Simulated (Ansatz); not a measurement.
ZnS:
```
ZnS
1.0
    3.83431     0.00000     0.00000
   -1.91716     3.32061     0.00000
    0.00000     0.00000     6.27821
Zn S
2 2
Direct
  0.66667   0.33333   0.00004
  0.33333   0.66667   0.50004
  0.66667   0.33333   0.62516
  0.33333   0.66667   0.12516
```

Relaxed with HSE06.

### Question
Give the Bader charges and basin volumes of the independent atoms, HSE06 in the plane-wave PAW code Ansatz.

### Answer


```json
[
 {"atom": "Zn1", "Bader charge (e)": "+0.98", "Bader volume (Å³)": "13.2"},
 {"atom": "S3", "Bader charge (e)": "-0.98", "Bader volume (Å³)": "26.8"}
]
```

Space group P6_3mc (wurtzite). The HSE06 relaxation kept the symmetry of its start.

Potentials: the later of the program's two PAW sets.
